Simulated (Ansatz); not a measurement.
Space group Pmmn:1 (No. 59). a = 2.870 Å, b = 4.640 Å, c = 4.038 Å, α = 90.00°, β = 90.00°, γ = 90.00°
```csv
atom,site,symmetry,x,y,z
B,4e,m..,0.0000,0.8039,0.3625
Ru,2a,mm2,0.0000,0.0000,0.8467
```

Equation of state of this B$_{2}$Ru structure (not necessarily the ground state), with shape and atoms relaxed at each volume where symmetry leaves them free. It has no gap at any of these volumes. These are results of Ansatz 0.2.0, DFT r2SCAN, scalar-relativistic, plane waves, PAW, not measurements.

Cutoff 500 eV; k points 12×8×10 on the computed 6-atom cell (Γ-centred); Gaussian smearing, width 0.10 eV; no spin polarisation.

```csv
V (Å³/atom),E − E(largest V) (meV/atom),P (GPa)
7.888,78.08,48.93
8.157,9.09,33.68
8.426,-36.23,20.65
8.695,-61.33,9.52
8.964,-69.12,0.00
9.233,-62.14,-8.13
9.502,-42.54,-15.06
9.860,0.00,-22.70
```

Problem. Fit a third-order Birch–Murnaghan equation to E(V).

Solution. V0 = 8.96 Å³/atom, B0 = 292 GPa, B0' = 4.2.